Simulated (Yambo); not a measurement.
```
CELL_PARAMETERS angstrom
      3.01480     0.00000     0.00000
     -1.50740     2.61089     0.00000
      0.00000     0.00000     5.10832
ATOMIC_POSITIONS crystal
  Li 0.33333 0.66667 0.25000
  Li 0.66667 0.33333 0.75000
```

The geometry is that of Materials Project entry mp-10173, symmetrised and not relaxed again.

Problem. Where are the main features of Im ε from RPA with local fields on PBEsol bands (Yambo; 21×21×10 mesh, 50 bands, 4 Ry local-field block, 0.25 eV broadening; field along x)?

Solution. Peaks at 1.2 eV (2.9), 5.2 eV (0.6), 5.9 eV (0.6), heights in brackets. Only interband transitions are included: the Drude term is missing, so nothing below about 0.6 eV and no real part is shown. Peak heights and small wiggles depend on the k mesh. 

This is not the ordinary phase of the substance.
